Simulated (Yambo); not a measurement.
Yambo run on K₂BrCl₆F (space group Fm-3m, No. 225). The wavefunctions come from this Quantum ESPRESSO step (PBEsol, PseudoDojo standard norm-conserving files, scalar-relativistic):

```
&CONTROL
  calculation = 'nscf'
  pseudo_dir = './pseudo'
  outdir = './out'
/
&SYSTEM
  ibrav = 0
  nat = 10
  ntyp = 4
  ecutwfc = 84.0
  ecutrho = 336.0
  occupations = 'fixed'
  force_symmorphic = .true.
  nbnd = 367
/
&ELECTRONS
  conv_thr = 1e-08
  diago_full_acc = .true.
  diago_thr_init = 1e-08
/
ATOMIC_SPECIES
F 18.9984 F.upf
Cl 35.4500 Cl.upf
K 39.0983 K.upf
Br 79.9040 Br.upf
CELL_PARAMETERS angstrom
  0.000000000000   5.061950000000   5.061950000000
  5.061950000000   0.000000000000   5.061950000000
  5.061950000000   5.061950000000   0.000000000000
ATOMIC_POSITIONS crystal
F   0.500000000000   0.500000000000   0.500000000000
Cl   0.243330000000   0.756670000000   0.756670000000
Cl   0.756670000000   0.243330000000   0.243330000000
Cl   0.756670000000   0.243330000000   0.756670000000
Cl   0.243330000000   0.756670000000   0.243330000000
Cl   0.756670000000   0.756670000000   0.243330000000
Cl   0.243330000000   0.243330000000   0.756670000000
K   0.250000000000   0.250000000000   0.250000000000
K   0.750000000000   0.750000000000   0.750000000000
Br   0.000000000000   0.000000000000   0.000000000000
K_POINTS automatic
2 2 2 0 0 0
```

Yambo input:

```
rim_cut
gw0
dyson
el_el_corr
HF_and_locXC
ppa
em1d
RandQpts= 1000000
RandGvec= 1 Ry
EXXRLvcs= 84 Ry
VXCRLvcs= 336 Ry
Chimod= "HARTREE"
% BndsRnXp
 1 | 364 |
%
NGsBlkXp= 7 Ry
% LongDrXp
 1.0 | 1.0 | 1.0 |
%
PPAPntXp= 27.2114 eV
% GbndRnge
 1 | 364 |
%
GTermKind= "BG"
DysSolver= "n"
ExtendOut
% QPkrange
 1 | 1 | 37 | 38 |
 2 | 2 | 37 | 38 |
 3 | 3 | 37 | 38 |
%
```

k points by index: 1 = Γ, 2 = L, 3 = X.

Table of the .qp output:

```
#    K-point    Band    Eo [eV]    E [eV]    E-Eo [eV]    Vxc [eV]    Vnlxc [eV]    Sc|Eo [eV]    Sc|E [eV]    dSc/dw|Eo [eV]    Re(Z)    Im(Z)
#
    1    37    -0.743144    -1.711969    -0.968825    -14.52067    -19.09537    3.302895    3.605879    -8.508388    0.761798    -0.001687
    1    38    1.803160    2.273489    0.470329    -16.26589    -13.95031    -1.685965    -1.845247    -9.212841    0.747056    -0.003030
    2    37    0.000000    -0.281602    -0.281602    -18.85303    -22.78479    3.539431    3.650160    -10.69334    0.717883    -0.002085
    2    38    0.900436    1.284673    0.384237    -13.98615    -11.15508    -2.329824    -2.446833    -8.284767    0.766597    -0.001707
    3    37    -0.759267    -1.723871    -0.964604    -14.48824    -19.05724    3.303000    3.604393    -8.500732    0.761961    -0.001680
    3    38    1.861087    2.333931    0.472844    -16.10490    -13.64332    -1.827555    -1.988732    -9.271973    0.745840    -0.003616
```
(The two width columns are left out.) Convergence of these settings isn't established.

Spin-orbit coupling is not included.

Geometry of the Materials Project entry, not relaxed at this level.

The structure is a Materials Project entry; no match was found in the copy of COD used, and its stability was not checked.
